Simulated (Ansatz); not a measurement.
Starting cell, Zr (hcp, Mg type):

```
CELL_PARAMETERS angstrom
      3.24591     0.00000     0.00000
     -1.62295     2.81104     0.00000
      0.00000     0.00000     5.15116
ATOMIC_POSITIONS crystal
  Zr 0.33333 0.66667 0.75000
  Zr 0.66667 0.33333 0.25000
```

In this cell atom 2 (Zr, nearest neighbour Zr at 3.185 Å; its periodic images, 3.2 Å or more away, move with it) is moved by s towards the nearest neighbour, unit vector (0.000, -0.588, -0.809); all other atoms and the cell stay fixed.

Calculation: r2SCAN (plane waves to 500 eV, PAW, scalar-relativistic; Ansatz, an electronic-structure program). k mesh 13×13×7 (Γ-centred), Fermi-Dirac smearing 0.05 eV. Energies are smeared free energies. Left out: 1 of 11 points, with atoms too close for the PAW data. With partly filled bands, energies and forces of such displacements shift with the k mesh and the smearing. The PAW data are Ansatz's earlier set. Zr is run without spin polarisation. Zr was relaxed with its symmetry unable to fall. ΔE is measured from the undisplaced structure. The last digit holds for this mesh only.

| s (Å) | ΔE (meV/cell) |
|---|---|
| -0.640 | withheld |
| -0.512 | 514.0 |
| -0.384 | 268.8 |
| -0.256 | 107.9 |
| -0.128 | 23.2 |
| 0.000 | 0.0 |
| 0.128 | 23.3 |
| 0.256 | 107.5 |
| 0.384 | 266.2 |
| 0.512 | 507.2 |

Q: Fit a polynomial form (powers 2, 3, 4) to the given rows and predict ΔE at s = -0.640.

A: Least squares on the 9 given rows: ΔE = (1595)·s² + (-24.79)·s³ + (1355)·s⁴, in meV/cell with s in Å; root-mean-square residual 2.41 meV/cell. At -0.640 the fit gives 887.1 meV/cell; the calculation gives 852.6 meV/cell, so the extrapolation is off by 34.5 (+4.0 %). The quadratic term alone would give 653.3 meV/cell.

(A displaced cell: forces are minus the slopes of the energy, force constants its curvatures, and phonons follow from these.)
